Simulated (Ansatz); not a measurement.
NiAu:
```
CELL_PARAMETERS angstrom
      2.85431     0.00000     0.00000
      0.00000     2.85431     0.00000
      0.00000     0.00000     7.09989
ATOMIC_POSITIONS crystal
  Au 0.00000 0.50000 0.34475
  Au 0.50000 0.00000 0.65525
  Ni 0.00000 0.50000 0.90674
  Ni 0.50000 0.00000 0.09326
```
The run is spin-polarised; directions of the spins, atom by atom: 0 0 ↑ ↑.

Relaxed with PBE. Special points in fractions of this cell's reciprocal vectors: Γ (0.000, 0.000, 0.000); X (0.000, 0.500, 0.000); M (0.500, 0.500, 0.000); Z (0.000, 0.000, 0.500); R (0.000, 0.500, 0.500); A (0.500, 0.500, 0.500).

Task: List the band energies nearest the Fermi level at these points for PBE in the plane-wave PAW code Ansatz.

Result: In eV from the Fermi level; about four levels below and three above (degenerate sets whole), none deeper than 8.9 eV; points with the same levels are listed once.

```tsv
k	below	above
Γ ↑	-0.73 -0.62 -0.61 -0.61	4.46 8.87 9.96 9.96
X ↑	-0.44 -0.44 -0.34 -0.34	0.06 0.06 4.04 4.04
M ↑	-0.67 -0.67 -0.61 -0.61	0.89 0.89 5.49 5.49
Z ↑	-0.82 -0.82 -0.64 -0.03	1.42 11.20 11.20
R ↑	-1.26 -1.26 -0.51 -0.51	0.02 0.02 0.11 0.11
A ↑	-0.75 -0.75 -0.67 -0.67	3.06 3.06 3.49 3.49
Γ ↓	-0.96 -0.37 -0.04 -0.04	0.16 4.46 8.92
X ↓	-0.85 -0.85 -0.30 -0.30	0.24 0.24 0.28 0.28
M ↓	-0.25 -0.25 -0.11 -0.11	0.88 0.88 5.55 5.55
Z ↓	-0.99 -0.95 -0.21 -0.21	0.12 0.15 1.53
R ↓	-1.35 -1.35 -0.82 -0.82	0.12 0.12 0.18 0.18
A ↓	-0.33 -0.33 -0.25 -0.25	3.09 3.09 3.66 3.66
```

Space group P4/nmm. The start of the workflow was typed in or built on a structure type; neither database checked (COD, Materials Project) lists it. Whether it is the stable phase at ambient conditions was not checked. Symmetry was held in the PBE relaxation; its stability against distortions is not shown here. Magnetic state: ferromagnetic, chosen from 2 collinear starts compared on coarse meshes (ties went to the first, and starts can fall back to one state), not a proven ground state. Spin–orbit coupling is left out wherever it is not named.

Potentials: the earlier of the program's two PAW sets.
